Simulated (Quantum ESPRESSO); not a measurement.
GaSiGeN2OAs, finding a planted mistake in a log

Computed values, not a measurement. The program is pw.x of Quantum ESPRESSO 7.5 (plane-wave density functional theory). The cell is made up: 7 atoms on a wurtzite lattice with one site empty, with randomly drawn elements, strain and displacements, not relaxed. PseudoDojo standard norm-conserving files (v0.5 for PBE, v0.4.1 for LDA and PBEsol) set the functional; there is no spin polarisation, spin-orbit coupling or dispersion term, and the masses in the input are unused placeholders.

Intended input:

```
&control calculation='scf', pseudo_dir='./dojo.nc.sr.pbe.v0_5.standard.upf', outdir='./o', disk_io='medium', tprnfor=.true., tstress=.true. /
&system ibrav=0, nat=7, ntyp=6, nbnd=37, ecutwfc=84.00895049, nosym=.true., tot_charge=0,
 occupations='smearing', smearing='fd', degauss=0.0018374661
/
&electrons conv_thr=7.350e-09, electron_maxstep=60, /
ATOMIC_SPECIES
As 1.0 As.upf
Ga 1.0 Ga.upf
Ge 1.0 Ge.upf
N 1.0 N.upf
O 1.0 O.upf
Si 1.0 Si.upf
CELL_PARAMETERS angstrom
3.3538 -0.0175 -0.0619
-0.0304 5.8938 -0.049
-0.1011 -0.0462 5.5472
ATOMIC_POSITIONS angstrom
Ga -0.1361 0.1201 0.1159
Si 1.658 2.9052 -0.0133
Ge 1.7385 0.8866 2.8383
N 0.1418 0.0327 2.0096
O 1.5488 3.0338 1.9862
As 1.5307 0.9805 4.8862
N 0.1062 3.9097 4.9185
K_POINTS automatic
5 4 4 1 1 1
```

The log is shortened where brackets say so; the opening notice, blank lines, dates and the lines on written files are dropped, and the path of the files is cut. It prints rydbergs, bohrs and kilobars, and counts compression as positive stress. Where no state is partly filled, the Fermi energy that it prints is only some level between the filled and the empty states on the mesh, and need not lie in the true gap.

Log of the intended run:

```
     Program PWSCF v.7.5
     Parallel version (MPI & OpenMP), running on       1 processor cores
     Number of MPI processes:                 1
     Threads/MPI process:                     1
     [start-up lines left out]
     bravais-lattice index     =            0
     lattice parameter (alat)  =       6.3389  a.u.
     unit-cell volume          =     739.6298 (a.u.)^3
     number of atoms/cell      =            7
     number of atomic types    =            6
     number of electrons       =        62.00
     number of Kohn-Sham states=           37
     kinetic-energy cutoff     =      84.0090  Ry
     charge density cutoff     =     336.0358  Ry
     scf convergence threshold =      7.3E-09
     mixing beta               =       0.7000
     number of iterations used =            8  plain     mixing
     Exchange-correlation= PBE
                           (   1   4   3   4   0   0   0)
     [axes and pseudopotential details left out]
   Cartesian axes
     site n.     atom                  positions (alat units)
         1        Ga     tau(   1) = (  -0.0405734   0.0358035   0.0345515  )
         2        Si     tau(   2) = (   0.4942737   0.8660820  -0.0039649  )
         3        Ge     tau(   3) = (   0.5182719   0.2643082   0.8461381  )
         4        N      tau(   4) = (   0.0422726   0.0097483   0.5990907  )
         5        O      tau(   5) = (   0.4617196   0.9044195   0.5921148  )
         6        As     tau(   6) = (   0.4563237   0.2923012   1.4566466  )
         7        N      tau(   7) = (   0.0316598   1.1655379   1.4662757  )
     number of k points=    40  Fermi-Dirac smearing, width (Ry)=  0.0018
                       cart. coord. in units 2pi/alat
        k(    1) = (   0.1018362   0.0723170   0.0780464), wk =   0.0500000
        k(    2) = (   0.1046342   0.0735888   0.2292841), wk =   0.0500000
     [further k points left out]
     Dense  grid:    76943 G-vectors     FFT dimensions: (  40,  72,  64)
     Estimated max dynamical RAM per process >     107.50 MB
     Initial potential from superposition of free atoms
     starting charge      61.9956, renormalised to      62.0000
     Starting wfcs are   43 randomized atomic wfcs
     total cpu time spent up to now is       10.3 secs
     per-process dynamical memory:    81.0 Mb
     Self-consistent Calculation
     iteration #  1     ecut=    84.01 Ry     beta= 0.70
     Davidson diagonalization with overlap
     ethr =  1.00E-02,  avg # of iterations =  3.0
     total cpu time spent up to now is       35.1 secs
     total energy              =    -625.14210969 Ry
     estimated scf accuracy    <       1.88437436 Ry
     iteration #  2     ecut=    84.01 Ry     beta= 0.70
     Davidson diagonalization with overlap
     ethr =  3.04E-03,  avg # of iterations =  5.3
     total cpu time spent up to now is       61.6 secs
     total energy              =    -623.75215932 Ry
     estimated scf accuracy    <      15.22900394 Ry
     [iterations 3 to 11 left out]
     iteration # 12     ecut=    84.01 Ry     beta= 0.70
     Davidson diagonalization with overlap
     ethr =  7.77E-10,  avg # of iterations =  2.0
     total cpu time spent up to now is      259.1 secs
     total energy              =    -626.18661628 Ry
     estimated scf accuracy    <       0.00000003 Ry
     iteration # 13     ecut=    84.01 Ry     beta= 0.70
     Davidson diagonalization with overlap
     ethr =  5.11E-11,  avg # of iterations =  2.6
     total cpu time spent up to now is      276.3 secs
     End of self-consistent calculation
     [lines on levels left out]
     the Fermi energy is     8.0179 ev
!    total energy              =    -626.18661628 Ry
     estimated scf accuracy    <          4.1E-09 Ry
     smearing contrib. (-TS)   =      -0.00000000 Ry
     internal energy E=F+TS    =    -626.18661628 Ry
     The total energy is F=E-TS. E is the sum of the following terms:
     one-electron contribution =    -407.98792900 Ry
     hartree contribution      =     241.79990132 Ry
     xc contribution           =    -156.57446940 Ry
     ewald contribution        =    -303.42411920 Ry
     convergence has been achieved in  13 iterations
     Forces acting on atoms (cartesian axes, Ry/au):
     atom    1 type  2   force =     0.17719705   -0.33462106    0.19637628
     atom    2 type  6   force =    -0.00365298    0.45624404    0.20676868
     atom    3 type  3   force =     0.01928412    0.03231535   -0.39529671
     atom    4 type  4   force =    -0.02747428    0.06100534    0.08046381
     atom    5 type  5   force =     0.02511766   -0.12721106   -0.11560191
     atom    6 type  1   force =    -0.16084280   -0.02696524   -0.03794631
     atom    7 type  4   force =    -0.02962878   -0.06076737    0.06523616
     Total force =     0.817635     Total SCF correction =     0.000186
     Computing stress (Cartesian axis) and pressure
          total   stress  (Ry/bohr**3)                   (kbar)     P=      108.22
   0.00071329  -0.00007000   0.00028465          104.93      -10.30       41.87
  -0.00007000   0.00057342   0.00009934          -10.30       84.35       14.61
   0.00028465   0.00009934   0.00092033           41.87       14.61      135.39
     init_run     :      9.11s CPU     10.08s WALL (       1 calls)
     electrons    :    251.88s CPU    266.03s WALL (       1 calls)
     forces       :      2.82s CPU      2.86s WALL (       1 calls)
     stress       :      9.10s CPU      9.15s WALL (       1 calls)
     [timing details left out]
     PWSCF        :   4m33.23s CPU   4m48.93s WALL
     JOB DONE.
```

A second run was made from an input with one planted mistake. Its log:

```
     Program PWSCF v.7.5
     Parallel version (MPI & OpenMP), running on       1 processor cores
     Number of MPI processes:                 1
     Threads/MPI process:                     1
     [start-up lines left out]
     bravais-lattice index     =            0
     lattice parameter (alat)  =       6.3389  a.u.
     unit-cell volume          =     739.6298 (a.u.)^3
     number of atoms/cell      =            7
     number of atomic types    =            6
     number of electrons       =        62.00
     number of Kohn-Sham states=           37
     kinetic-energy cutoff     =      84.0090  Ry
     charge density cutoff     =     336.0358  Ry
     scf convergence threshold =      7.3E-09
     mixing beta               =       0.7000
     number of iterations used =            8  plain     mixing
     Exchange-correlation= PBE
                           (   1   4   3   4   0   0   0)
     [axes and pseudopotential details left out]
   Cartesian axes
     site n.     atom                  positions (alat units)
         1        Ga     tau(   1) = (  -0.0405734   0.0358035   0.0345515  )
         2        N      tau(   2) = (   0.4942737   0.8660820  -0.0039649  )
         3        Ge     tau(   3) = (   0.5182719   0.2643082   0.8461381  )
         4        Si     tau(   4) = (   0.0422726   0.0097483   0.5990907  )
         5        O      tau(   5) = (   0.4617196   0.9044195   0.5921148  )
         6        As     tau(   6) = (   0.4563237   0.2923012   1.4566466  )
         7        N      tau(   7) = (   0.0316598   1.1655379   1.4662757  )
     number of k points=    40  Fermi-Dirac smearing, width (Ry)=  0.0018
                       cart. coord. in units 2pi/alat
        k(    1) = (   0.1018362   0.0723170   0.0780464), wk =   0.0500000
        k(    2) = (   0.1046342   0.0735888   0.2292841), wk =   0.0500000
     [further k points left out]
     Dense  grid:    76943 G-vectors     FFT dimensions: (  40,  72,  64)
     Estimated max dynamical RAM per process >     107.50 MB
     Initial potential from superposition of free atoms
     starting charge      61.9956, renormalised to      62.0000
     Starting wfcs are   43 randomized atomic wfcs
     total cpu time spent up to now is        8.7 secs
     per-process dynamical memory:    81.0 Mb
     Self-consistent Calculation
     iteration #  1     ecut=    84.01 Ry     beta= 0.70
     Davidson diagonalization with overlap
     ethr =  1.00E-02,  avg # of iterations =  4.1
     total cpu time spent up to now is       32.2 secs
     total energy              =    -625.03731614 Ry
     estimated scf accuracy    <       0.75653711 Ry
     iteration #  2     ecut=    84.01 Ry     beta= 0.70
     Davidson diagonalization with overlap
     ethr =  1.22E-03,  avg # of iterations =  7.1
     total cpu time spent up to now is       59.7 secs
     total energy              =    -624.38418058 Ry
     estimated scf accuracy    <      13.66599767 Ry
     [iterations 3 to 10 left out]
     iteration # 11     ecut=    84.01 Ry     beta= 0.70
     Davidson diagonalization with overlap
     ethr =  1.67E-09,  avg # of iterations =  2.3
     total cpu time spent up to now is      248.0 secs
     total energy              =    -625.46738491 Ry
     estimated scf accuracy    <       0.00000008 Ry
     iteration # 12     ecut=    84.01 Ry     beta= 0.70
     Davidson diagonalization with overlap
     ethr =  1.35E-10,  avg # of iterations =  3.1
     total cpu time spent up to now is      264.6 secs
     End of self-consistent calculation
     [lines on levels left out]
     the Fermi energy is     7.5578 ev
!    total energy              =    -625.46738492 Ry
     estimated scf accuracy    <          5.1E-09 Ry
     smearing contrib. (-TS)   =      -0.00048538 Ry
     internal energy E=F+TS    =    -625.46689954 Ry
     The total energy is F=E-TS. E is the sum of the following terms:
     one-electron contribution =    -403.06718064 Ry
     hartree contribution      =     239.51351604 Ry
     xc contribution           =    -156.26402272 Ry
     ewald contribution        =    -305.64921222 Ry
     convergence has been achieved in  12 iterations
     Forces acting on atoms (cartesian axes, Ry/au):
     atom    1 type  2   force =     0.11876924   -0.26862262   -0.15061203
     atom    2 type  4   force =    -0.05355873    0.12895291    0.05201467
     atom    3 type  3   force =     0.13719332    0.19900153   -0.12523739
     atom    4 type  6   force =    -0.08252861   -0.16656278    0.21778825
     atom    5 type  5   force =     0.00665782   -0.06883772   -0.05605532
     atom    6 type  1   force =    -0.17209168    0.24136215    0.04629733
     atom    7 type  4   force =     0.04555863   -0.06529347    0.01580451
     Total force =     0.625918     Total SCF correction =     0.000444
     Computing stress (Cartesian axis) and pressure
          total   stress  (Ry/bohr**3)                   (kbar)     P=      319.22
   0.00319166   0.00027977   0.00061437          469.51       41.16       90.38
   0.00027977  -0.00034970   0.00010364           41.16      -51.44       15.25
   0.00061437   0.00010364   0.00366811           90.38       15.25      539.60
     init_run     :      8.42s CPU      8.53s WALL (       1 calls)
     electrons    :    247.35s CPU    255.94s WALL (       1 calls)
     forces       :      2.33s CPU      2.36s WALL (       1 calls)
     stress       :      9.22s CPU      9.29s WALL (       1 calls)
     [timing details left out]
     PWSCF        :   4m27.55s CPU   4m36.49s WALL
     JOB DONE.
```

Question: what was wrong in the second input?

Answer: two atoms have their elements exchanged. The input lines that differ, file-writing options aside:

```
- Si 1.658 2.9052 -0.0133
+ N 1.658 2.9052 -0.0133
- N 0.1418 0.0327 2.0096
+ Si 0.1418 0.0327 2.0096
```

|  | intended run | run with the mistake |
| --- | --- | --- |
| free energy (eV) | -8519.703 | -8509.917 |
| smearing term -TS (eV) | 0.0000 | -0.0066 |
| pressure (GPa) | 10.82 | 31.92 |
| largest force component (eV/Å) | 11.731 | 6.907 |
| largest change of a force component (eV/Å) |  | 8.921 |
| iterations | 13 | 12 |

For scale, a rerun of the intended cell at 1437 eV and a 7 x 6 x 6 mesh moved values by no more than 0.016 eV in energy, 0.23 GPa in stress and 0.016 eV/Å in force.